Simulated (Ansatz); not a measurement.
AlB3N3:
```xyz
14
Lattice="0.0000 3.7319 -2.1548 0.0000 3.7319 2.1548 13.8492 0.0000 0.0000" Properties=species:S:1:pos:R:3 pbc="T T T"
B      0.0000     3.7319    -1.4407
N      0.0000     1.2440     0.0004
N      6.9246     3.7319     1.6493
B      6.9246     4.9765     0.9332
B      0.0000     2.4840     0.7210
N      0.0000     3.7319     0.0004
N      6.9246     2.4891    -0.5037
B      6.9246     3.7319    -1.2245
B      0.0000     4.9799     0.7210
N      0.0000     6.2199     0.0004
N      6.9246     4.9748    -0.5037
B      6.9246     2.4874     0.9332
Al     3.4454     3.7319     0.0032
Al    10.4037     3.7319     0.0032
```

Relaxed with r²SCAN.

Map the electron localisation function on the plane through (0.834, 0.166, 0.000) spanned by u = [0, 0, 1] and v = [1, -1, 0] in lattice vectors, from r²SCAN (plane waves, PAW; program Ansatz).

x is the fraction of u, y of v (the angle between them is 90°; rows are the nearest grid lines); atoms in the plane: B at (0.00, 0.00), N at (0.50, 0.28), N at (0.00, 0.67), B at (0.50, 0.95), Al at (0.25, 0.67), Al at (0.75, 0.67).
```
|0011000467776300022112200036777640001100|
|0021001578887510011001100157888751001200|
|5542002688988610012002100168898862002455|
|8863002788888720012112100278888872003688|
|8874103788788730012222100378878873014788|
|7775103775357740001221000477535773015777|
|3675104764547740000110000477454674015763|
|0476104767966750000000000576697674016740|
|0476104766966750000000000576696674016740|
|3675104774447740000000000477444774015763|
|6764103776468740000110000478646773014676|
|6653003788888730012332100378888873003566|
|4421002788888720025665200278888872001244|
|1100002688988610146776410168898862000011|
|0000001578887400257667520047888751000000|
|0000000367776300267447620036777630000000|
|0000000245554100267447620014555420000000|
|1100000123432100267667620012343210000011|
|2210000122321000257777520001232210000122|
|2221000123322000157887510002233210001222|
|1121000134443100147887410013444310001211|
|0021000246664200025665200024666420001200|
|0011000467776300022112200036777640001100|
```
Scale: ten equal steps from 0.005 (start of '0') to 1.05 (end of '9'), in the order '0123456789'; x runs from 0.000 to 1.00, y from 0.000 (bottom) to 1.00 (top).

The density is the valence pseudo-density with augmentation charge, so density and ELF within about 1 Å of a nucleus are not all-electron values.

Space group Amm2. The start of the workflow was typed in or built on a structure type; neither database checked (COD, Materials Project) lists it. Its standing as an ambient phase is unchecked. The cell was relaxed with r²SCAN under the symmetry of its start; whether a distortion lowers the energy is not shown. The volume moved by 105 % from the start of the relaxation.

Potentials: the earlier of the program's two PAW sets.
